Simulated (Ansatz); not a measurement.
# Run on EuSn (Cmcm) — U = 3 eV on Eu f

Method: Ansatz, DFT, LDA+U, all-electron LAPW, scalar-relativistic.

Command: `ansatz run input.yaml --threads 2 --pin off --max-ram 6144MiB --backend cpu --events-out ev --progress --plain --runs-dir out`

```yaml
crystal:
  lattice:
    - [2.4652846064, -5.9210169305, 0.0]
    - [2.4652846064, 5.9210169305, 0.0]
    - [0.0, 0.0, 4.45639327]
  atoms:
    - { symbol: Eu, position: [0.86476773, 0.13523227, 0.25], spin: 7.0 }
    - { symbol: Eu, position: [0.13523227, 0.86476773, 0.75], spin: 7.0 }
    - { symbol: Sn, position: [0.41906496, 0.58093504, 0.75] }
    - { symbol: Sn, position: [0.58093504, 0.41906496, 0.25] }
magnetization:
  spin_polarized: true
kpoints:
  mp_grid: { grid: [7, 7, 7] }
scf:
  occupations: { method: fermi_dirac, width: 0.1 }
hamiltonian:
  xc: lda
  pseudopotentials: { kind: all_electron, lapw: { basis_error: 0.001 } }
  hubbard: { sites: [{ species: Eu, l: f, u_eff: 3 }] }
output:
  forces: true
  stress: true
  eigenvalues: true
  hubbard: { sites: [{ species: Eu, l: f }] }
  populations: true
```

The program prints:

```
Eu: projections on atomic orbitals take those of the free atom 1s2 2s2 2p6 3s2 3p6 3d10 4s2 4p6 4d10 4f7 5s2 5p6 5d0 6s2, of charge +0.00 (hamiltonian.pseudopotentials.projection_atoms)
Sn: projections on atomic orbitals take those of the free atom 1s2 2s2 2p6 3s2 3p6 3d10 4s2 4p6 4d10 5s2 5p2, of charge +0.00 (hamiltonian.pseudopotentials.projection_atoms)
LAPW: plane waves up to 7.734 Å⁻¹, error target 1.0e-3 eV per atom; small_component_spin mean_spin; Sn in spheres of 1.470 Å, 22 of its electrons in bands, Dirac shells []; Eu in spheres of 1.659 Å, 33 of its electrons in bands, Dirac shells [] (how accurate: hamiltonian.pseudopotentials.lapw.basis_error, Limitations)
Engine: ansatz 0.2.0
Pseudopotentials: kind: all_electron
Pseudopotential: Eu, LAPW, valence charge 33, lapw/all_electron/scalar/gaussian/Eu, Koelling and Harmon's equation, gaussian nucleus
Pseudopotential: Sn, LAPW, valence charge 22, lapw/all_electron/scalar/gaussian/Sn, Koelling and Harmon's equation, gaussian nucleus
Functional definition: SPW92
  exchange = slater_x
  correlation = pw_c
Crystal: 4 atoms, lattice volume = 130.100 Å³
Basis set: ecut = 227.8664857813761 eV, 1011 PW (Γ), FFT grids on a1+a2, a2, a3, exchange–correlation at level 2
Bands: 75, of which v1, the nominal top of the filled ones, is band 55 counted from 1 (54 counted from 0)
Symmetry: 8 space group operations
Space group: Cmcm (ITA 63), of the structure as read, at distance tolerance 5.1e-5 Å
Magnetic group: BNS 63.457 (UNI 555), of the structure as read, at distance tolerance 5.1e-5 Å
k-points: 64 of 343
Non-local potential: Eu, projectors of the file, none
Non-local potential: Sn, projectors of the file, none
Initial density: superposition of atomic densities (chi_scale 0.1, normalization cell)
Starting moments: Σ|m| = 14 μB on 2 of 4 sites
Initial wavefunctions: plane waves of lowest kinetic energy (no species holds an atomic orbital)
Functional: x = slater, c = lda
iter 1 solved again at ethr=7.47e-4 eV; its pass at ethr=1.00e-1 eV (dr2=8.22e-1 eV) is discarded
SCF iter   1: F=—  HF=-925633.956655 eV  |F-HF|=—  |Δ(HF+E_count)|=         —  Δρ=7.53e-3 (↑6.32e-3 ↓7.53e-3)  dr2=8.22e-1  dr2_m=1.68e-3  M=14.157 μB ∫|m|=14.235 μB  β_m=0.30  ethr=7.47e-4  ⟨swp⟩=2.0  Hψ=58112  notcnv=0
Mixer restart at iter 1: flushing history
preconditioner: auto → Kerker (q_TF=auto, 2.653 Å⁻¹)  [metal: Δε(μ)=0.026 eV  Ē_g=16.703 eV  σ=0.100 eV  W_gap=0.06  n_scr=40 (ndim 8)  ℏωp=24.8 eV  f_vac=0.014  D(μ)=1.83/eV (n_scr^D=8)]
spin=Collinear: Kerker preconditioning applied to the charge; magnetization (m = ρ↑ − ρ↓) channel mixes plain (no charge-response kernel on spin).
SCF iter   2: F=—  HF=-925633.888526 eV  |F-HF|=—  |Δ(HF+E_count)|=   6.81e-2  Δρ=6.54e-3 (↑5.47e-3 ↓6.54e-3)  dr2=6.89e-1  dr2_m=9.54e-4  M=14.173 μB ∫|m|=14.257 μB  β_m=0.65  ethr=7.47e-4  ⟨swp⟩=2.0  Hψ=27408  notcnv=0
SCF iter   3: F=—  HF=-925633.792147 eV  |F-HF|=—  |Δ(HF+E_count)|=   9.64e-2  Δρ=2.92e-3 (↑2.65e-3 ↓2.92e-3)  dr2=1.86e-1  dr2_m=8.99e-5  M=14.231 μB ∫|m|=14.326 μB  β_m=0.59  ethr=6.26e-4  ⟨swp⟩=2.0  Hψ=26165  notcnv=0
SCF iter   4: F=—  HF=-925633.745795 eV  |F-HF|=—  |Δ(HF+E_count)|=   4.64e-2  Δρ=1.47e-3 (↑1.28e-3 ↓1.47e-3)  dr2=4.77e-2  dr2_m=1.25e-4  M=14.282 μB ∫|m|=14.384 μB  β_m=0.58  ethr=1.69e-4  ⟨swp⟩=2.0  Hψ=27308  notcnv=0
SCF iter   5: F=—  HF=-925633.737531 eV  |F-HF|=—  |Δ(HF+E_count)|=   8.26e-3  Δρ=7.70e-4 (↑7.32e-4 ↓7.70e-4)  dr2=1.29e-2  dr2_m=1.73e-5  M=14.290 μB ∫|m|=14.392 μB  β_m=0.58  ethr=4.33e-5  ⟨swp⟩=2.0  Hψ=27224  notcnv=0
iter 6 solved again at ethr=1.15e-6 eV; its pass at ethr=1.17e-5 eV (dr2=1.26e-3 eV) is discarded
SCF iter   6: F=—  HF=-925633.733213 eV  |F-HF|=—  |Δ(HF+E_count)|=         —  Δρ=3.38e-4 (↑2.98e-4 ↓3.38e-4)  dr2=1.26e-3  dr2_m=3.20e-6  M=14.307 μB ∫|m|=14.409 μB  β_m=0.66  ethr=1.15e-6  ⟨swp⟩=2.0  Hψ=46106  notcnv=0
the basis was enlarged: its passes take 375.3 KiB over the memory plan, 2 of 2 planned eigensolver slots
SCF iter   7: F=—  HF=-925633.733204 eV  |F-HF|=—  |Δ(HF+E_count)|=   9.04e-6  Δρ=1.63e-4 (↑1.51e-4 ↓1.63e-4)  dr2=2.79e-4  dr2_m=2.64e-7  M=14.310 μB ∫|m|=14.412 μB  β_m=0.83  ethr=1.15e-6  ⟨swp⟩=2.0  Hψ=27403  notcnv=0
SCF iter   8: F=—  HF=-925633.733214 eV  |F-HF|=—  |Δ(HF+E_count)|=   9.70e-6  Δρ=5.36e-5 (↑4.92e-5 ↓5.36e-5)  dr2=3.49e-5  dr2_m=6.58e-8  M=14.310 μB ∫|m|=14.412 μB  β_m=0.79  ethr=2.54e-7  ⟨swp⟩=2.2  Hψ=27440  notcnv=0
SCF iter   9: F=—  HF=-925633.733205 eV  |F-HF|=—  |Δ(HF+E_count)|=   9.21e-6  Δρ=1.59e-5 (↑1.44e-5 ↓1.59e-5)  dr2=2.69e-6  dr2_m=1.39e-8  M=14.310 μB ∫|m|=14.412 μB  β_m=0.85  ethr=3.18e-8  ⟨swp⟩=2.7  Hψ=27531  notcnv=0
SCF iter  10: F=—  HF=-925633.733205 eV  |F-HF|=—  |Δ(HF+E_count)|=   6.02e-7  Δρ=9.28e-6 (↑8.18e-6 ↓9.28e-6)  dr2=8.12e-7  dr2_m=2.73e-9  M=14.310 μB ∫|m|=14.412 μB  β_m=0.93  ethr=2.45e-9  ⟨swp⟩=2.0  Hψ=27403  notcnv=0
SCF iter  11: F=—  HF=-925633.733206 eV  |F-HF|=—  |Δ(HF+E_count)|=   5.06e-7  Δρ=3.65e-6 (↑3.65e-6 ↓3.06e-6)  dr2=1.90e-7  dr2_m=6.14e-10  M=14.310 μB ∫|m|=14.411 μB  β_m=0.77  ethr=7.38e-10  ⟨swp⟩=2.0  Hψ=27403  notcnv=0
SCF iter  12: F=-925633.733205 eV  HF=-925633.733205 eV  |F-HF|=4.54e-9  |Δ(HF+E_count)|=   1.42e-7  Δρ=1.86e-6 (↑1.86e-6 ↓1.69e-6)  dr2=2.15e-8  dr2_m=3.42e-10  M=14.310 μB ∫|m|=14.411 μB  ethr=1.72e-10  ⟨swp⟩=2.0  Hψ=27403  notcnv=0
SCF 1 converged in 12 iterations: F = -925633.733205 eV  dr2 = 2.15e-8
SCF converged after 12 iterations
Magnetization: 14.3098 μB (62.1549 up, 47.8451 down)
Absolute magnetization: 14.4114 μB (∫|ρ↑−ρ↓|)
Spin contamination: 0.0355 ħ² per cell (⟨S²⟩ above its minimum at these occupations)
Per-site moments (μB) at R_I (Å): [(6.984040310382635, 1.658943633185751), (6.984040310382635, 1.658943633185751), (-0.01781119211553417, 1.4696304209234232), (-0.01781119211553417, 1.4696304209234232)]
Free energy (F): -925633.733205 eV
Harris-Foulkes:  -925633.733205 eV  (|F-HF|=4.54e-9)
Internal energy: -925633.666140 eV  (E = F + TS)
E sigma→0 (E₀):  -925633.699673 eV
Entropy (-TS):   -0.067065 eV (-16.766 meV/atom)
Fermi energy:    12.263497 eV
--- Per-component energies (eV) ---
  E_band       = -6617.951779
  E_kinetic    = 992331.060849
  E_xc         = -21544.026832
  E_hubbard    = 0.201512  (on-site DFT+U / exact-exchange correction)
  E_vhub       = -20.449010  (the Hubbard potential's part of the band-sum identity)
  E_electrostatic = -1896420.901668  (all electrons and nuclei)
  E_smearing   = -0.067065  (= −TS)
  E_closure    = 0.000000  (closes the sum)
  E_atoms      = -925601.318098  (free atoms, spherical and without spin; not in F)
  Σ components = -925633.733205   (vs F -925633.733205, Δ=0.00e0)
  Basis errors (estimates in eV, not in F): energy 2.4e-4 per atom: plane waves 1.9e-4 (1.0e-4 summed), levels above the bands 2.3e-27, relativity 4.0e-8, radial functions 5.8e-5, core shells 8.1e-8; eigenvalues (radial functions only) 7.8e-7; not estimated: angular momenta, meshes, grids; target (lapw.basis_error) 1.0e-3; muffin-tin radii Sn 1.470 Å, Eu 1.659 Å
--- Forces (eV/Å), atoms counted from 1 ---
  atom   1  Eu     0.00000000    -0.06091782     0.00000000
  atom   2  Eu    -0.00000000     0.06091782     0.00000000
  atom   3  Sn     0.00000000    -0.07620257     0.00000000
  atom   4  Sn    -0.00000000     0.07620257     0.00000000
  max |Σ_I F_I| component: 2.78e-17 eV/Å
--- Stress (GPa, compression-positive) ---
       -2.917680      -0.000000      -0.000000
       -0.000000      -2.697076       0.000000
       -0.000000       0.000000      -2.711387
  P = ⅓ Tr σ = -2.7754 GPa (-27.754 kbar)
--- Band table (eV; the first three rows and the last of 128) ---
  k-point 0 ↑: bands = ["-241.9588", "-241.9588", "-241.9583", "-241.9583", "-241.9532", "-241.9532", "-119.0364", "-119.0364", "-119.0348", "-119.0348", "-119.0343", "-119.0343", "-119.0281", "-119.0281", "-119.0278", "-119.0278", "-116.1764", "-116.1755", "-72.1269", "-72.1195", "-72.1043", "-72.0991", "-72.0482", "-72.0472", "-28.4043", "-28.3865", "-8.7645", "-8.6633", "-8.5787", "-8.5785", "- …
  k-point 1 ↑: bands = ["-241.9588", "-241.9588", "-241.9583", "-241.9583", "-241.9532", "-241.9532", "-119.0364", "-119.0364", "-119.0348", "-119.0348", "-119.0343", "-119.0343", "-119.0281", "-119.0281", "-119.0278", "-119.0278", "-116.1764", "-116.1756", "-72.1266", "-72.1200", "-72.1039", "-72.0992", "-72.0481", "-72.0473", "-28.4031", "-28.3871", "-8.7560", "-8.6514", "-8.5889", "-8.5844", "- …
  k-point 2 ↑: bands = ["-241.9588", "-241.9588", "-241.9583", "-241.9583", "-241.9532", "-241.9532", "-119.0364", "-119.0364", "-119.0348", "-119.0348", "-119.0343", "-119.0343", "-119.0281", "-119.0281", "-119.0278", "-119.0278", "-116.1763", "-116.1758", "-72.1258", "-72.1213", "-72.1028", "-72.0998", "-72.0480", "-72.0474", "-28.3998", "-28.3888", "-8.7307", "-8.6207", "-8.6058", "-8.6050", "- …
  k-point 63 ↓: bands = ["-236.5823", "-236.5823", "-236.5814", "-236.5814", "-236.5778", "-236.5778", "-116.1766", "-116.1764", "-113.7408", "-113.7408", "-113.7393", "-113.7393", "-113.7383", "-113.7383", "-113.7371", "-113.7371", "-113.7330", "-113.7330", "-72.1251", "-72.1235", "-72.1031", "-72.1021", "-72.0501", "-72.0499", "-25.4471", "-25.4452", "-8.6938", "-8.6481", "-8.5879", "-8.5860", " …
Occupation matrices written to <dir>
--- Löwdin populations: 4 sites ---
  site symbol       q [e]    m [muB]
     0     Eu     62.8121     7.1725
     1     Eu     62.8121     7.1725
     2     Sn     50.1586    -0.0237
     3     Sn     50.1586    -0.0237
  spilling = 0.000259 (of n_electrons = 226.000000)
--- Occupation matrices: 2 shells (run DFT+U table (ortho-atomic); ε = 1.01e-3) ---
  Eu0 f_4F: site group C2v (mm2)
  Eu0 f_4F up     Tr n = 6.9415  λ = 0.988 0.989 0.990 0.993 0.993 0.994 0.994  [xz2 0.75 B2(1.00) | 2× yz2 0.50 A1(0.50) | 4× xyz 0.25 A1(0.25)]
  Eu0 f_4F dn     Tr n = 0.0092  λ = 0.001 0.001 0.001 0.001 0.002 0.002 0.002  [7× z3 0.14 A1(0.29)]
  Eu1 f_4F: site group C2v (mm2)
  Eu1 f_4F up     Tr n = 6.9415  λ = 0.988 0.989 0.990 0.993 0.993 0.994 0.994  [xz2 0.75 B2(1.00) | 2× yz2 0.50 A1(0.50) | 4× xyz 0.25 A1(0.25)]
  Eu1 f_4F dn     Tr n = 0.0092  λ = 0.001 0.001 0.001 0.001 0.002 0.002 0.002  [7× z3 0.14 A1(0.29)]
  Tr n, λ and their labels are of the run-group-symmetrised matrices; stabiliser: 8 of 16 elements of G0×{1,Θ} (closed), max defect 2.7e-15 at τ = 2.1e-4
```

populations.tsv:

```
# site	symbol	l	j	q_up	q_dn
# orbitals = lowdin
# n_electrons = 226.000000
# spilling = 0.000259
# projection_atom_Eu: 1s2 2s2 2p6 3s2 3p6 3d10 4s2 4p6 4d10 4f7 5s2 5p6 5d0 6s2
# projection_atom_Sn: 1s2 2s2 2p6 3s2 3p6 3d10 4s2 4p6 4d10 5s2 5p2
0	Eu	0_1S	-	1.000000	1.000000
0	Eu	0_2S	-	0.999991	0.999991
0	Eu	0_3S	-	0.999887	0.999886
0	Eu	0_4S	-	0.998777	0.998766
0	Eu	0_5S	-	0.978473	0.981306
0	Eu	0_6S	-	0.226361	0.199875
0	Eu	1_2P	-	3.000000	3.000000
0	Eu	1_3P	-	2.999993	2.999997
0	Eu	1_4P	-	2.999927	2.999918
0	Eu	1_5P	-	2.988611	2.980025
0	Eu	2_3D	-	4.999994	4.999999
0	Eu	2_4D	-	4.999963	4.999943
0	Eu	2_5D	-	0.858856	0.650867
0	Eu	3_4F	-	6.941496	0.009206
1	Eu	0_1S	-	1.000000	1.000000
1	Eu	0_2S	-	0.999991	0.999991
1	Eu	0_3S	-	0.999887	0.999886
1	Eu	0_4S	-	0.998777	0.998766
1	Eu	0_5S	-	0.978473	0.981306
1	Eu	0_6S	-	0.226361	0.199875
1	Eu	1_2P	-	3.000000	3.000000
1	Eu	1_3P	-	2.999993	2.999997
1	Eu	1_4P	-	2.999927	2.999918
1	Eu	1_5P	-	2.988611	2.980025
1	Eu	2_3D	-	4.999994	4.999999
1	Eu	2_4D	-	4.999963	4.999943
1	Eu	2_5D	-	0.858856	0.650867
1	Eu	3_4F	-	6.941496	0.009206
2	Sn	0_1S	-	0.999998	0.999998
2	Sn	0_2S	-	0.999949	0.999948
2	Sn	0_3S	-	0.999222	0.999206
2	Sn	0_4S	-	0.990201	0.989991
2	Sn	0_5S	-	0.679029	0.690934
2	Sn	1_2P	-	2.999999	2.999999
2	Sn	1_3P	-	2.999956	2.999955
2	Sn	1_4P	-	2.996739	2.996620
2	Sn	1_5P	-	1.408636	1.421392
2	Sn	2_3D	-	4.999993	4.999993
2	Sn	2_4D	-	4.993731	4.993094
[...]
```

Site moments (μB): Eu1 6.98, Eu2 6.98, Sn3 -0.02, Sn4 -0.02. Cell moment 14.31 μB.

The magnetic group in the log treats spin as a scalar label, without spin–orbit coupling.

Spin–orbit coupling is left out although heavy atoms are present. With open f shells a run can end in a state that isn't the lowest. None of this fixes the real material's magnetic order: only patterns that fit the cell were computed, at zero temperature, with a functional that can overstate moments.

It took 71 s on 2 threads of AMD EPYC 9R45 96-Core Processor (Zen 5), with other jobs on the host, peak memory 1.7 GiB.
